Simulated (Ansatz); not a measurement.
B:
Space group Pnnm (No. 58); a = 5.023 Å, b = 5.588 Å, c = 6.878 Å, α = 90.00°, β = 90.00°, γ = 90.00°

| atom | site | symmetry | x | y | z |
|---|---|---|---|---|---|
| B | 8h | 1 | 0.3473 | 0.0922 | 0.2900 |
| B | 4g | ..m | 0.1482 | 0.7715 | 0.0000 |
| B | 4g | ..m | 0.1645 | 0.0084 | 0.5000 |
| B | 8h | 1 | 0.1602 | 0.2813 | 0.1259 |
| B | 4g | ..m | 0.3294 | 0.0223 | 0.0000 |

Relaxed with PBEsol. Plane-wave PAW PBEsol (Ansatz code) gives a gap of 1.40 eV.

Question: What gap does HSE06 give on the same cell (Ansatz, PAW)?

Answer: 2.12 eV, 0.72 eV more. The hybrid was solved on a coarser mesh and at special points; its gap is the smallest among all of these.

```tsv
k	v1 PBEsol	c1 PBEsol	v1 HSE06	c1 HSE06
Γ	-0.09	2.28	-0.24	3.11
X	-0.88	2.15	[?]	[?]
Z	-0.27	1.83	-0.33	2.56
U	-0.19	1.74	-0.17	2.52
Y	-1.30	1.99	[?]	[?]
S	-1.60	1.99	[?]	[?]
T	-0.23	1.47	[?]	[?]
R	-0.56	1.63	-0.54	2.36
```

Question: Top valence (v1) and lowest conduction level (c1) in eV from each method's valence maximum (which need not be a listed point): supply the withheld HSE06 values.

Answer: 
- X, v1 HSE06: -1.05
- X, c1 HSE06: 2.97
- T, v1 HSE06: -0.18
- T, c1 HSE06: 2.19
- S, v1 HSE06: -1.87
- S, c1 HSE06: 2.80
- Y, v1 HSE06: -1.52
- Y, c1 HSE06: 2.75

Cost on shared cores: the PBEsol run (SCF on a 6×5×4 mesh, then bands and DOS) around 5 core-minutes (rough), the HSE06 run (SCF on 3×3×3, then a few points) about 6 core-minutes (a rough figure); the tasks are unlike.

The first step of the workflow began from a Materials Project structure, measured or hypothetical; the Crystallography Open Database copy checked does not list it. It is not the phase usual at ambient conditions (space group No. 166). The PBEsol relaxation kept the symmetry of its start; whether a distortion lowers the energy is not shown.

Potentials: the later of the program's two PAW sets.
